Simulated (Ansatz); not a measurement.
AlMo₂N:
```
AlMo2N
1.0
    2.83086     0.00000     0.00000
   -1.41543     2.45160     0.00000
    0.00000     0.00000    14.65627
Al Mo N
2 4 2
Direct
  0.33333   0.66667   0.75000
  0.66667   0.33333   0.25000
  0.33333   0.66667   0.09622
  0.66667   0.33333   0.59622
  0.66667   0.33333   0.90378
  0.33333   0.66667   0.40378
  0.00000   0.00000   0.00000
  0.00000   0.00000   0.50000
```

Relaxed with r²SCAN. Special points in fractions of this cell's reciprocal vectors: Γ (0.000, 0.000, 0.000); M (0.500, 0.000, 0.000); K (0.333, 0.333, 0.000); A (0.000, 0.000, 0.500); L (0.500, 0.000, 0.500); H (0.333, 0.333, 0.500).

List the band energies nearest the Fermi level at these points for the program Ansatz at the r²SCAN with spin–orbit coupling level (PAW).

In eV from the Fermi level; about four levels below and three above (degenerate sets whole), none deeper than 8.9 eV; points with the same levels are listed once.

```
k                    below                          above
-  -----------------------  -----------------------------
Γ  -0.85 -0.85 -0.80 -0.80            0.13 0.13 0.16 0.16
M  -1.38 -1.38 -0.30 -0.30            0.52 0.52 0.68 0.68
K  -2.51 -2.51 -2.26 -2.26  0.13 0.13 0.14 0.14 0.15 0.15
A  -0.82 -0.82 -0.82 -0.82            0.15 0.15 0.15 0.15
L  -1.58 -1.58 -1.58 -1.58            0.20 0.20 0.20 0.20
H  -0.11 -0.11 -0.05 -0.05            0.76 0.76 0.78 0.78
```

Space group P6_3/mmc. The start of the workflow was typed in or built on a structure type; neither database checked (COD, Materials Project) lists it. Whether it is the stable phase at ambient conditions was not checked. Symmetry was held in the r²SCAN relaxation; whether a distortion lowers the energy is not shown. The workflow began spin-polarised and lost its moments.

Potentials: the earlier of the program's two PAW sets.
